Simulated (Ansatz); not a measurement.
Ag2S:
```
CELL_PARAMETERS angstrom
      4.17426     0.00000     0.00000
      0.00000     7.21144     0.00000
     -1.58084     0.00000     3.86371
ATOMIC_POSITIONS crystal
  Ag 0.89299 0.75000 0.10659
  Ag 0.10701 0.25000 0.89341
  Ag 0.50000 0.50000 0.50000
  Ag 0.50000 0.00000 0.50000
  S  0.27294 0.75000 0.72662
  S  0.72706 0.25000 0.27338
```

Relaxed with PBEsol. Special points in fractions of this cell's reciprocal vectors: Γ (0.000, 0.000, 0.000); Z (0.000, 0.500, 0.000); D (0.000, 0.500, 0.500); B (0.000, 0.000, 0.500); A (-0.500, 0.000, 0.500); E (-0.500, 0.500, 0.500); C2 (-0.500, 0.500, 0.000); Y2 (-0.500, 0.000, 0.000).

List the band energies nearest the valence-band maximum at these points for DFT-PBEsol in the program Ansatz with PAW potentials.

In eV from the valence-band maximum; about four levels below and three above (degenerate sets whole), none deeper than 8.9 eV; points with the same levels are listed once.

| k | below | above |
|---|---|---|
| Γ | -1.10 -0.88 -0.47 0.00 | 0.95 1.51 4.71 |
| Z | -0.42 -0.42 -0.19 -0.19 | 1.78 1.78 4.27 4.27 |
| D | -1.28 -1.28 -0.31 -0.31 | 1.45 1.45 4.54 4.54 |
| B | -1.87 -1.49 -0.50 -0.13 | 2.24 2.49 3.28 |
| A | -2.31 -2.28 -0.72 -0.48 | 1.32 2.28 2.34 |
| E | -1.39 -1.39 -1.36 -1.36 | 2.37 2.37 3.66 3.66 |
| C2 | -1.28 -1.28 -0.31 -0.31 | 1.44 1.44 4.54 4.54 |
| Y2 | -1.87 -1.49 -0.50 -0.13 | 2.24 2.49 3.29 |

Space group Cmcm. The first step of the workflow began from a Materials Project structure, measured or hypothetical; the Crystallography Open Database copy checked does not list it. COD files the formula under space group No. 4, 14, so this cell is another polymorph or a model. Whether it is the stable phase at ambient conditions was not checked. The cell was relaxed with PBEsol under the symmetry of its start; its stability against distortions is not shown here. No spin polarisation was allowed. Point labels and valley counts follow the cell and symmetry of the run, lower than the named group. Spin–orbit coupling is left out wherever it is not named.

Potentials: the later of the program's two PAW sets.
